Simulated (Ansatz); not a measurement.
# Stiffness of AlNi from strained cells

```xyz
2
Lattice="2.8810 0.0000 0.0000 0.0000 2.8810 0.0000 0.0000 0.0000 2.8810" Properties=species:S:1:pos:R:3 pbc="T T T"
Al    0.0000    0.0000    0.0000
Ni    1.4405    1.4405    1.4405
```

Atoms are numbered in the order listed.

Conventional cell: a = 2.881 Å, b = 2.881 Å, c = 2.881 Å, α = 90.00°, β = 90.00°, γ = 90.00°. Al (atom 1) has 8 Ni at 2.50 Å as nearest neighbours. Ni (atom 2) has 8 Al at 2.50 Å as nearest neighbours.

The geometry is COD entry 9008802, unchecked; take it as a test cell.

Method: DFT, PBEsol, all-electron LAPW, scalar-relativistic (Ansatz 0.2.0).

Sampling and basis: a Γ-centred 13×13×13 k mesh, Fermi–Dirac smearing of 0.05 eV, basis error target 0.5 meV/atom, spin-polarised from start moments Ni2 1.5 μB (the moments died away, and the run ended non-magnetic).

The unstrained cell is at -3.39 GPa. Large strains and very small stresses are left out. Each strain is applied once, with fractional coordinates held (clamped ions), and σ below is the change of stress, positive in tension. One finite strain gives stress–strain coefficients at this pressure with an error of the order of the strain times third-order constants, a few per cent for each per cent of strain. In a metal the k mesh adds noise of tens of per cent to soft shears.

(1) With equal xy, yz and zx engineering shear strains of +1 %, the run gives σxy = 1.22 GPa and γxy = 2εxy = 0.0100. Which stiffness follows?

(2) With equal xy, yz and zx engineering shear strains of -1 %, the run gives σxy = -1.29 GPa and γxy = 2εxy = -0.0100. Which stiffness follows?

(3) The two estimates of C44 (clamped ions) differ. Why, and which value is best?

Results:

(1) C44 (clamped ions) = σxy/γxy = 122 GPa.

(2) C44 (clamped ions) = σxy/γxy = 129 GPa.

(3) Finite strains add third-order terms, and in a metal the k mesh adds noise; two strains on one mesh can't tell these apart, so neither value is shown to be the better.
